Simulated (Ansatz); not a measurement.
The calculation used Ansatz 0.2.0, DFT PBE, scalar-relativistic, plane waves, PAW. Settings: cutoff 420 eV, Γ-centred meshes spaced at most about 0.3 Å⁻¹, and about 0.25 Å⁻¹ or finer for metals (2π included), Gaussian smearing. No spin polarisation in the final relaxations.

Temperature and zero-point effects are left out. All come from trial cells, and lower structures may exist.

Question: Which of these relaxed structures of Ga₄P is the lowest in energy?
A.

Space group I4/mmm (No. 139). a = 5.058 Å, b = 5.058 Å, c = 7.757 Å, α = 90.00°, β = 90.00°, γ = 90.00°
| atom | site | symmetry | x | y | z |
| --- | --- | --- | --- | --- | --- |
| Ga | 4e | 4mm | 0.0000 | 0.0000 | 0.3196 |
| Ga | 4c | mmm. | 0.0000 | 0.5000 | 0.0000 |
| P | 2a | 4/mmm | 0.0000 | 0.0000 | 0.0000 |

B.

Space group Im-3m (No. 229). a = 5.952 Å, b = 5.952 Å, c = 5.952 Å, α = 90.00°, β = 90.00°, γ = 90.00°
| atom | site | symmetry | x | y | z |
| --- | --- | --- | --- | --- | --- |
| Ga | 8c | .-3m | 0.2500 | 0.2500 | 0.7500 |
| P | 2a | m-3m | 0.0000 | 0.0000 | 0.0000 |

C.

Space group P4/nbm:1 (No. 125). a = 5.837 Å, b = 5.837 Å, c = 5.576 Å, α = 90.00°, β = 90.00°, γ = 90.00°
| atom | site | symmetry | x | y | z |
| --- | --- | --- | --- | --- | --- |
| Ga | 8m | ..m | 0.6664 | 0.8336 | 0.2829 |
| P | 2a | 422 | 0.5000 | 0.5000 | 0.0000 |

Answer: C. It has space group P4/nbm (No. 125); the next, A, with space group I4/mmm (No. 139), lies 90 meV/atom higher. Counting Ga atoms around P (those within 1.25 times the shortest such distance or 1.15 times the sum of covalent radii, 1.27 where that leaves under three), the lowest has P 8 and the next has P 6. Even the lowest lies +0.03 eV/atom against the elements.

A magnetic state wasn't ruled out in cells without spin, among them I4/mmm, Im-3m. Cells relaxed within their symmetry can be saddle points. Some candidate types were left out of the draw beforehand, so a known form may be missing.
